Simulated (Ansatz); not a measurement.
AlRh (CsCl type, Pm-3m) at seven volumes, plane-wave PAW r²SCAN (Ansatz code), scaled uniformly. One row is withheld.

```
V (Å³/atom)  P (GPa)
-----------  -------
12.005         25.04
12.401         15.28
12.797          7.01
13.193          0.00
13.588         -5.94
13.984        -10.97
14.380             ?
```

Task: Fit the shown pressures and predict the withheld one.

Result: P = (3/2)B₀(x^(7/2) − x^(5/2))[1 + (3/4)(B′ − 4)(x − 1)] with x = (V₀/V)^(2/3). Least squares on the six rows gives V₀ = 13.193 Å³/atom, B₀ = 215 GPa, B′ = 4.48. At V = 14.380, x = 0.9442 and P = -15.28 GPa. The run itself gave -15.22 GPa.

The cell is a constructed one: a structure type filled with these elements; the Crystallography Open Database copy checked does not list it. Whether it is the stable phase at ambient conditions was not checked. The r²SCAN relaxation kept the symmetry of its start; its stability against distortions is not shown here. No spin polarisation was allowed.

Potentials: the earlier of the program's two PAW sets.
